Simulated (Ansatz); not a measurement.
Relaxed-ion elastic tensor of Na (diamond, Fd-3m) in GPa (Voigt order), PBEsol in the plane-wave PAW code Ansatz; density 0.73 g/cm³, 52.43 Å³ per atom.

```
 0.0   4.7   4.7   0.0   0.0   0.0
 4.7   0.0   4.7   0.0   0.0   0.0
 4.7   4.7   0.0   0.0   0.0   0.0
 0.0   0.0   0.0  -6.8   0.0   0.0
 0.0   0.0   0.0   0.0  -6.8   0.0
 0.0   0.0   0.0   0.0   0.0  -6.8
```

**Question.** Is the crystal mechanically stable?

**Answer.** No: the smallest eigenvalue of C is -6.8 GPa.

The start of the workflow was typed in or built on a structure type; neither database checked (COD, Materials Project) lists it. It is not the phase usual at ambient conditions (space group No. 229). Symmetry was held in the PBEsol relaxation. At this level the phase is mechanically unstable. As this level gives no gap, shear constants depend on the k-mesh and smearing (Fermi–Dirac, 0.1 eV here).

Potentials: the later of the program's two PAW sets.
